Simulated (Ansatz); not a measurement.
# Computed properties of Si3N4

Si3N4:
```cif
data_N16Si12
_chemical_formula_sum 'N16 Si12'
_space_group_name_H-M_alt 'I-43d'
_space_group_IT_number 220
_space_group_name_Hall 'I -4bd 2c 3'
_cell_length_a 6.45467
_cell_length_b 6.45467
_cell_length_c 6.45467
_cell_angle_alpha 90.000
_cell_angle_beta 90.000
_cell_angle_gamma 90.000
loop_
_atom_site_label
_atom_site_type_symbol
_atom_site_symmetry_multiplicity
_atom_site_Wyckoff_symbol
_atom_site_fract_x
_atom_site_fract_y
_atom_site_fract_z
_atom_site_occupancy
N1 N 16 c 0.03075 0.03075 0.03075 1
Si1 Si 12 b 0.12500 0.50000 0.25000 1
```
(The calculation used a cell of 14 atoms; values per cell refer to that cell.)

Space group I-43d (No. 220); conventional cell a = 6.4547 Å, b = 6.4547 Å, c = 6.4547 Å, α = 90.00°, β = 90.00°, γ = 90.00°.

Method: plane-wave PAW PBEsol (Ansatz code). Geometry: relaxed at this level of theory. Other levels are named where they apply.

Cell and energy:

- Volume per atom = 9.60 Å³
- Density = 3.46 g/cm³
- Formation energy from the elements (no fitted shifts) = -109 kJ/mol of atoms

Electronic structure:

- Band gap: 3.95 eV (indirect)
- Valence-band maximum: on the P–H line, 34 % of the way from P
- Conduction-band minimum: on the Γ–H line, 45 % of the way from Γ (6 equivalent valleys)
- Smallest direct gap on the standard path: 4.13 eV
- Electron effective mass: 0.53, 0.53, 0.77 mₑ (principal values)
- Hole effective mass: 0.48, 11, 11 mₑ (principal values)
- HSE06 gap on the PBEsol cell: 5.49 eV

Mechanics:

- Bulk modulus (Birch–Murnaghan fit) = 259 GPa
- Pressure derivative B′ = 3.4
- Elastic constants (relaxed ions, GPa) = C11 = 374, C12 = 204, C44 = 209
- Mechanical stability = stable (all eigenvalues of C positive)
- Hill bulk and shear moduli = 261 and 146 GPa
- Young's modulus = 368 GPa
- Poisson's ratio = 0.26
- Debye temperature from the elastic constants = 1010 K

Dielectric response:

- Electronic dielectric constant ε∞ (DFPT): 4.75
- Static dielectric constant ε0 (ions relaxed, cell fixed): 9.59
- Born charges (a third of the trace): N -2.57, Si +3.42 e
- Largest static χ(2) component: 6.4 pm/V

Phonons:

- Highest zone-centre frequency (without LO–TO term): 921 cm^-1
- Zone-centre stability: no imaginary mode at Γ
- Dynamical stability on the path: stable (no imaginary branch)
- Zero-point energy: 112.0 meV/atom
- Vibrational entropy at 300 K: 8.8 J/(K·mol of atoms)

The workflow started from an entry of the Crystallography Open Database (COD), which files this formula under 4 space groups. It is not the phase usual at ambient conditions (space group No. 176). The cell was relaxed with PBEsol under the symmetry of its start. The references are the lowest solids computed at this level, not always the standard phases (solids in place of the gases).

Potentials: the earlier of the program's two PAW sets. The files were generated under PBE; for other functionals the program regenerates the frozen cores, and for LDA and PBEsol the local potential too.
